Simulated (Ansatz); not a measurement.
Computed with Ansatz 0.2.0, DFT PBE, scalar-relativistic, plane waves, PAW. All cells share a 420 eV cutoff and Γ-centred k meshes spaced at most about 0.3 Å⁻¹ (about 0.25 or finer for metals, 2π included). No spin polarisation in the final relaxations.

Temperature and zero-point effects are left out.

Compare these two cells of ScSi2O3, each relaxed at this level.

A.

```cif
data_structure
_symmetry_space_group_name_H-M 'P6_3/mmc'
_symmetry_Int_Tables_number 194
_cell_length_a 5.1129
_cell_length_b 5.1129
_cell_length_c 6.7463
_cell_angle_alpha 90.000
_cell_angle_beta 90.000
_cell_angle_gamma 120.000
_cell_volume 152.73
loop_
_atom_site_label
_atom_site_type_symbol
_atom_site_symmetry_multiplicity
_atom_site_Wyckoff_symbol
_atom_site_fract_x
_atom_site_fract_y
_atom_site_fract_z
_atom_site_occupancy
Sc1 Sc 2 a 0.00000 0.00000 0.00000 1
Si1 Si 4 f 0.66667 0.33333 0.07648 1
O1 O 6 h 0.17454 0.34909 0.75000 1
```

B.

```cif
data_structure
_symmetry_space_group_name_H-M 'P6/mmm'
_symmetry_Int_Tables_number 191
_cell_length_a 5.2413
_cell_length_b 5.2413
_cell_length_c 2.9752
_cell_angle_alpha 90.000
_cell_angle_beta 90.000
_cell_angle_gamma 120.000
_cell_volume 70.78
loop_
_atom_site_label
_atom_site_type_symbol
_atom_site_symmetry_multiplicity
_atom_site_Wyckoff_symbol
_atom_site_fract_x
_atom_site_fract_y
_atom_site_fract_z
_atom_site_occupancy
Sc1 Sc 1 a 0.00000 0.00000 0.00000 1
Si1 Si 2 c 0.33333 0.66667 0.00000 1
O1 O 3 g 0.50000 0.00000 0.50000 1
```

Question: Which form is favoured at zero pressure, and by what margin per atom?

Answer: A is lower, by 1.06 eV/atom. A has space group P6_3/mmc (No. 194), 12.7 Å³/atom and no gap on its mesh; B has space group P6/mmm (No. 191), 11.8 Å³/atom and no gap. The shortest distance is 1.83 Å (Si–O) in A and 2.12 Å (Si–O) in B. A holds Si–Si pairs (shortest 2.34 Å); in B the shortest Si–Si distance is 2.98 Å. The lower one is the more open, so pressure narrows the difference. In A, Sc has 6 O at 2.29 Å and 6 Si at 3.00 Å; Si has 3 O at 1.83 Å, 1 Si at 2.34 Å and 3 Sc at 3.00 Å; around O lie 2 Si at 1.83 Å and 2 Sc at 2.29 Å. In B, Sc has 2 Sc at 2.98 Å, 12 O at 3.01 Å and 6 Si at 3.03 Å; Si has 6 O at 2.12 Å, 5 Si at 2.98–3.03 Å and 3 Sc at 3.03 Å; O has 4 Si at 2.12 Å, 4 O at 2.62 Å, 2 O at 2.98 Å and 4 Sc at 3.01 Å. Both come from invented guesses. A third cell relaxed alike, in R-3m, lies 194 meV/atom below the lower of the two.

In P6/mmm an odd number of electrons in the primitive cell allows no gap without spin; a larger cell or a magnetic state could open one. A magnetic state wasn't ruled out in cells without spin, among them P6_3/mmc. Cells relaxed within their symmetry can be saddle points.
